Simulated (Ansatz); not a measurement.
Relaxed Mo (bcc, W type):

```xyz
2
Lattice="-3.1608 3.1608 3.1608 1.5804 -1.5804 1.5804 1.5804 1.5804 -1.5804" Properties=species:S:1:pos:R:3 pbc="T T T"
Mo     0.0000     0.0000     0.0000
Mo    -1.5804     1.5804     1.5804
```

A phonon eigenvector at N = (0.5, 0.0, 0.0) is frozen into this cell: atom i moves by Q times the vector below, so Q is the largest atomic displacement, in Å. The cell is held. (q is in reciprocal vectors of the primitive cell; the cell shown is doubled to hold the pattern.)

```json
[
 {"atom": "Mo1", "x": "0.000", "y": "0.707", "z": "-0.707"},
 {"atom": "Mo2", "x": "0.000", "y": "-0.707", "z": "0.707"}
]
```

Level of theory: PBE (plane waves to 420 eV, PAW, scalar-relativistic; Ansatz, an electronic-structure program). k mesh 21×21×21 (Γ-centred), Fermi-Dirac smearing 0.05 eV. Energies are smeared free energies. With partly filled bands, energies and forces of such displacements shift with the k mesh and the smearing. Mo is run without spin polarisation. Mo was relaxed with its symmetry unable to fall. The PAW data are Ansatz's earlier set. ΔE is measured from the undisplaced structure.

```json
[
 {"Q (Å)": "-0.100", "ΔE (meV/cell)": "124"},
 {"Q (Å)": "-0.067", "ΔE (meV/cell)": "56"},
 {"Q (Å)": "-0.033", "ΔE (meV/cell)": "14"},
 {"Q (Å)": "0.000", "ΔE (meV/cell)": "0"},
 {"Q (Å)": "0.033", "ΔE (meV/cell)": "14"},
 {"Q (Å)": "0.067", "ΔE (meV/cell)": "56"},
 {"Q (Å)": "0.100", "ΔE (meV/cell)": "124"}
]
```

Q: Which DFPT wavenumber at N = (0.5, 0.0, 0.0) belongs to this mode?
A) 121 cm⁻¹
B) 194 cm⁻¹
C) 258 cm⁻¹

A: B, 194 cm⁻¹. The curvature of the scan gives 191 cm⁻¹

(A displaced cell: forces are minus the slopes of the energy, force constants its curvatures, and phonons follow from these.)
